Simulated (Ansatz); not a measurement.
K:
```cif
data_K2
_chemical_formula_sum 'K2'
_space_group_name_H-M_alt 'Im-3m'
_space_group_IT_number 229
_space_group_name_Hall '-I 4 2 3'
_cell_length_a 5.16079
_cell_length_b 5.16079
_cell_length_c 5.16079
_cell_angle_alpha 90.000
_cell_angle_beta 90.000
_cell_angle_gamma 90.000
loop_
_atom_site_label
_atom_site_type_symbol
_atom_site_symmetry_multiplicity
_atom_site_Wyckoff_symbol
_atom_site_fract_x
_atom_site_fract_y
_atom_site_fract_z
_atom_site_occupancy
K1 K 2 a 0.00000 0.00000 0.00000 1
```
(The calculation used a cell of 1 atom; values per cell refer to that cell.)

Relaxed with plane-wave PAW PBE+D3(BJ) (Ansatz code). Indices refer to the conventional cell of Im-3m, a = 5.1608 Å, b = 5.1608 Å, c = 5.1608 Å, α = 90.00°, β = 90.00°, γ = 90.00°.

### Question
Simulate the powder diffraction pattern (Cu Kα, λ = 1.54184 Å; lines above 1 %) up to 2θ = 90°.

### Answer
Simulated powder pattern, Cu Kα, λ = 1.54184 Å (kinematic, ideal powder, no thermal factors, no anomalous dispersion; the 30 strongest lines at most, above 1 %, up to 2θ = 90°):

```tsv
2θ (°)	d (Å)	I/Imax (%)	hkl
24.39	3.649	100	(110)
34.77	2.580	19	(200)
42.93	2.107	38	(211)
49.99	1.825	12	(220)
56.38	1.632	15	(310)
62.33	1.490	3.6	(222)
67.96	1.379	16	(321)
73.39	1.290	1.6	(400)
78.66	1.216	7.7	(411)+(330)
83.83	1.154	4.4	(420)
88.96	1.100	3.9	(332)
```

The cell was relaxed with PBE+D3(BJ) under the symmetry of its start. The pairwise dispersion correction was not fitted to metals.

Potentials: the later of the program's two PAW sets.
